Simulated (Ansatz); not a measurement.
AlZnInO4:
```cif
data_AlInO4Zn
_chemical_formula_sum 'In1 Al1 Zn1 O4'
_space_group_name_H-M_alt 'P 1'
_space_group_IT_number 1
_cell_length_a 8.73597
_cell_length_b 8.73597
_cell_length_c 8.73597
_cell_angle_alpha 21.467
_cell_angle_beta 21.467
_cell_angle_gamma 21.467
loop_
_space_group_symop_operation_xyz
  'x, y, z'
loop_
_atom_site_label
_atom_site_type_symbol
_atom_site_fract_x
_atom_site_fract_y
_atom_site_fract_z
_atom_site_occupancy
In1 In 0.99557 0.99557 0.99557 1
Al1 Al 0.21285 0.21285 0.21285 1
Zn1 Zn 0.78170 0.78170 0.78170 1
O1 O 0.13939 0.13939 0.13939 1
O2 O 0.87952 0.87952 0.87952 1
O3 O 0.28605 0.28605 0.28605 1
O4 O 0.70492 0.70492 0.70492 1
```

Relaxed with r²SCAN. DFT-r²SCAN in the program Ansatz with PAW potentials gives a gap of 2.42 eV.

Q: What gap does HSE06 give on the same cell (Ansatz, PAW)?

A: 3.64 eV, 1.23 eV more. The hybrid was solved on a coarser mesh and at special points; its gap is the smallest among all of these.

Cost on shared cores: the r²SCAN run (SCF on a 10×10×10 mesh, then bands and DOS) about 6 core-minutes (a rough figure), the HSE06 run (SCF on 6×6×6, then a few points) very roughly 6 core-minutes; the tasks are unlike.

Space group R3m. A made-up cell: these elements were put on the sites of a structure type; neither database checked (COD, Materials Project) lists it. Its standing as an ambient phase is unchecked. Symmetry was held in the r²SCAN relaxation; its stability against distortions is not shown here. Scalar-relativistic: spin–orbit coupling is off unless named, which matters more the heavier the elements.

Potentials: the earlier of the program's two PAW sets.
